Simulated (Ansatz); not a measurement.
## MoN₂: a vibration from a frozen displacement

Level of theory: Ansatz, DFT PBE, scalar-relativistic, plane waves, PAW. The runs took a 420 eV cutoff, a Γ-centred 12×12×18 mesh and Gaussian smearing (0.15 eV). No spin polarisation. Energies are free energies at this smearing, counted from the undisturbed cell; pressure is positive in compression.

Zero of the scan (relaxed at this level; with this scan's settings it stands at 0.1 GPa; it needn't be the usual structure):

```
Mo N
1.0
     4.33306    0.00000    0.00000
     0.00000    4.33306    0.00000
     0.00000    0.00000    2.75189
Mo N
2 4
Cartesian
  2.1665 2.1665 0.0000
  0.0000 0.0000 0.0000
  3.8473 1.6808 1.3759
  0.4857 2.6523 1.3759
  1.6808 0.4857 1.3759
  2.6523 3.8473 1.3759
```

Every N atom is moved by x along the Cartesian unit vector (0.000, 0.000, 1.000); the cell and all other atoms stay fixed. The cell's volume is 51.67 Å³; the moved atoms weigh 56.028 u together and the others 191.900 u. Some rows repeat others by symmetry and weren't run.

| x (Å) | ΔE (meV/cell) | total force on the moved atoms along the move (eV/Å) | pressure (GPa) |
| --- | --- | --- | --- |
| -0.5000 | 1987.76 | 9.4036 | 39.0562 |
| -0.4375 | 1444.12 | 7.9712 | 30.1987 |
| -0.3750 | 990.69 | 6.5308 | 22.3641 |
| -0.3125 | 628.38 | 5.0552 | 15.6303 |
| -0.2500 | 358.37 | 3.6080 | 10.0640 |
| -0.1875 | 175.08 | 2.2856 | 5.6996 |
| -0.1250 | 67.25 | 1.2148 | 2.5798 |
| -0.0625 | 15.33 | 0.5056 | 0.7185 |
| 0.0000 | 0.00 | 0.0000 | 0.0964 |
| 0.0625 | 15.33 | -0.5056 | 0.7185 |
| 0.1250 | 67.25 | -1.2148 | 2.5798 |
| 0.1875 | 175.08 | -2.2856 | 5.6996 |
| 0.2500 | 358.37 | -3.6080 | 10.0640 |
| 0.3125 | 628.38 | -5.0552 | 15.6303 |
| 0.3750 | 990.69 | -6.5308 | 22.3641 |
| 0.4375 | 1444.12 | -7.9712 | 30.1987 |
| 0.5000 | 1987.76 | -9.4036 | 39.0562 |

Problem. What frequency belongs to this motion?

Solution. The force constant is k = −dF/dx = 8.090 eV/Å², from the parabola through x = -0.0625, 0 and 0.0625. In every cell the moved atoms swing against the rest, so the mass is μ = m₁m₂/(m₁ + m₂) = 43.367 u, and ν̃ = 521.5 cm⁻¹ × √(|k|/μ) = 225 cm⁻¹. Steps this long are already anharmonic: the energies of the same points give k = 7.851 eV/Å², so the harmonic k is uncertain by that gap or more. To first order in x, and within 1 %, the force on every atom lies along the move and, within each of the two groups, in proportion to the atom's mass, so this is itself a mode at the zone centre of this cell.

Problem. How far does the harmonic law reach?

Solution. At x = -0.500 Å, kx²/2 = 1011.20 meV against the computed 1987.76 meV (+96.6 %): the well stiffens in this direction at large amplitude.

Problem. The pressure changes with x². What does that say about the frequency under compression?

Solution. With E = k(V)x²/2, k ∝ V^(−2γ) and x scaling with the cell as V^(1/3), P − P0 = −∂E/∂V = (2γ − 2/3) ΔE/V. At x = 0.1250 Å, V(P − P0) = 51.67 × 2.48341 / 160.2 eV = 800.86 meV and ΔE = 67.25 meV, so γ = 1/3 + V(P − P0)/(2ΔE) = 6.29. This is the Grüneisen parameter of the motion under uniform scaling of the cell: shrinking the cell evenly by 1 % in volume raises the frequency by about 6.29 %. Values this far from the 1 to 3 of most solids mark a soft motion whose force constant is small beside what it shares with volume.

In a metal these slopes depend on the k mesh and the smearing.

Cost: 9 runs of about 2.6 core-minutes in all, on Intel Xeon 6975P-C (Granite Rapids) (shared hosts).